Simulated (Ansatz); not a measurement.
Y$_{2}$F:
```
Y2F
1.0
    1.80193     1.04035     5.65264
   -1.80193     1.04035     5.65264
    0.00000    -2.08069     5.65264
Y F
2 1
Direct
  0.74961   0.74961   0.74961
  0.25039   0.25039   0.25039
  0.00000   0.00000   0.00000
```

This is the PBEsol-relaxed structure.

### Question
All from PBEsol in the plane-wave PAW code Ansatz, unless another level is named. Give the highest zone-centre frequency.

### Answer
214 cm⁻¹.

### Question
And the bulk modulus (Birch–Murnaghan fit)?

### Answer
60.7 GPa.

Space group R-3m. The start of the workflow was typed in or built on a structure type; neither database checked (COD, Materials Project) lists it. Its standing as an ambient phase is unchecked. Symmetry was held in the PBEsol relaxation; its stability against distortions is not shown here. The run is not spin-polarised. The volume moved by -17 % from the start of the relaxation. With an odd number of electrons in the cell and no spin polarisation, the count alone makes it a metal. As this level gives no gap, phonon frequencies hold no LO–TO term and depend on the k-mesh and smearing (Fermi–Dirac, 0.1 eV here).

Potentials: the earlier of the program's two PAW sets. The files were generated under PBE; for other functionals the program regenerates the frozen cores, and for LDA and PBEsol the local potential too.
